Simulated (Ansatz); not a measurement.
A relaxed structure of GaAs. Computed with r2SCAN (plane waves to 500 eV, PAW, scalar-relativistic; Ansatz, a first-principles code).

```xyz
8
Lattice="3.9994 0.0000 0.0000 -1.9997 3.4636 0.0000 0.0000 0.0000 13.1325" Properties=species:S:1:pos:R:3 pbc="T T T"
Ga     0.0000     0.0000    13.1290
Ga     0.0000     0.0000     6.5628
Ga     1.9997     1.1545     9.8526
Ga     0.0000     2.3091     3.2863
As     0.0000     0.0000    10.6793
As     0.0000     0.0000     4.1131
As     1.9997     1.1545     7.3863
As     0.0000     2.3091     0.8201
```

Question: Determine the symmetry and give the standard cell with its independent sites.

Answer: Space group P6₃mc (No. 186); a = 3.999 Å, b = 3.999 Å, c = 13.132 Å, α = 90.00°, β = 90.00°, γ = 120.00°

```json
[
 {"atom": "Ga", "site": "2a", "symmetry": "3m.", "x": "0.0000", "y": "0.0000", "z": "0.4997"},
 {"atom": "Ga", "site": "2b", "symmetry": "3m.", "x": "0.3333", "y": "0.6667", "z": "0.2502"},
 {"atom": "As", "site": "2a", "symmetry": "3m.", "x": "0.0000", "y": "0.0000", "z": "0.3132"},
 {"atom": "As", "site": "2b", "symmetry": "3m.", "x": "0.3333", "y": "0.6667", "z": "0.0624"}
]
```

This is the AFLOW prototype AB_hP8_186_ab_ab (B5, as in SiC).

Question: Give the shortest distances between elements (the closest pairs, up to four, under 3.6 Å).

Answer: As–Ga 2.45 Å.

The volume per atom comes out as 22.74 Å³ and the band gap is 0.97 eV, direct at Γ (no spin-orbit coupling).

No spin polarisation in the result.

The run could not lose the symmetry of its start.

The first start was generated by placing the elements on the sites of a structure type. Materials Project lists a structure of GaAs in the same space group, P6₃mc (No. 186); the sites were not compared with it, nor with measured phases. Known forms of GaAs include space group No. 216.
